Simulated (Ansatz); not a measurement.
V (bcc (W type)), relaxed and computed with several functionals in Ansatz (plane waves, PAW). Much of their spread follows the volume that each gives.

```csv
functional,V (Å³/atom),K_Hill (GPa)
r²SCAN+D4,13.18,196
PBE,13.45,182
LDA,12.52,210
r²SCAN,13.26,194
PBE+D3(BJ),12.84,?
PBEsol,12.94,197
```

Problem. Fit a straight line to ln K against ln V and predict the withheld value.

Solution. Least squares on the 5 shown rows: ln K = -1.74 × ln V + (9.748), with a scatter of 2 %. For PBE+D3(BJ) this gives 202. The run itself gave 199, within the scatter.

Began spin-polarised and lost the moments: V, bcc (W type) with r²SCAN+D4; V, bcc (W type) with PBE; V, bcc (W type) with LDA; V, bcc (W type) with r²SCAN; V, bcc (W type) with PBE+D3(BJ); V, bcc (W type) with PBEsol. All cells were relaxed under the symmetry of their starts (and spin orders); stability against distortions was not tested throughout.

Potentials: the later of the program's two PAW sets.

Ansatz (a quantum-chemistry and plane-wave program) is a plane-wave DFT program.
